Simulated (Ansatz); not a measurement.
Data sheet: HgS (DFT)

HgS:
```
HgS
1.0
    4.15768     0.00000     0.00000
   -2.07884     3.60066     0.00000
    0.00000     0.00000     6.77763
Hg S
2 2
Direct
  0.66667   0.33333   0.00100
  0.33333   0.66667   0.50100
  0.66667   0.33333   0.62420
  0.33333   0.66667   0.12420
```

Space group P6_3mc (No. 186), wurtzite; conventional cell a = b = 4.158 Å, c = 6.778 Å, α = β = 90.00°, γ = 120.00°.

Method: the program Ansatz at the PBEsol level (PAW). Geometry: relaxed at this level of theory. Other levels are named where they apply.

### Cell and energy

Volume per atom: 25.37 Å³
Density: 7.62 g/cm³
Formation energy from the elements (no fitted shifts): -0.18 eV/atom

### Electronic structure

- Electronic character = no gap, with almost no states at the Fermi level (zero-gap or semimetallic)
- Density of states at the Fermi level = 0.01 states/eV per atom (mean over ±0.08 eV)
- HSE06 gap on the PBEsol cell = 0.49 eV (a hybrid on a coarse mesh can open a false gap in a semimetal)

### Mechanics

- Bulk modulus (Birch–Murnaghan fit): 59.8 GPa
- Pressure derivative B′: 4.9

### Phonons

Highest zone-centre frequency: 284 cm^-1
Zone-centre stability: no imaginary mode at Γ

The cell is a constructed one: a structure type filled with these elements; the Crystallography Open Database copy checked does not list it. COD files the formula under space group No. 152, 154, 166, 216, so this cell is another polymorph or a model. Its standing as an ambient phase is unchecked. The cell was relaxed with PBEsol under the symmetry of its start. As this level gives no gap, phonon frequencies hold no LO–TO term and depend on the k-mesh and smearing (Fermi–Dirac, 0.1 eV here). The references are the lowest solids computed at this level, not always the standard phases. Spin–orbit coupling is left out wherever it is not named.

Potentials: the later of the program's two PAW sets.
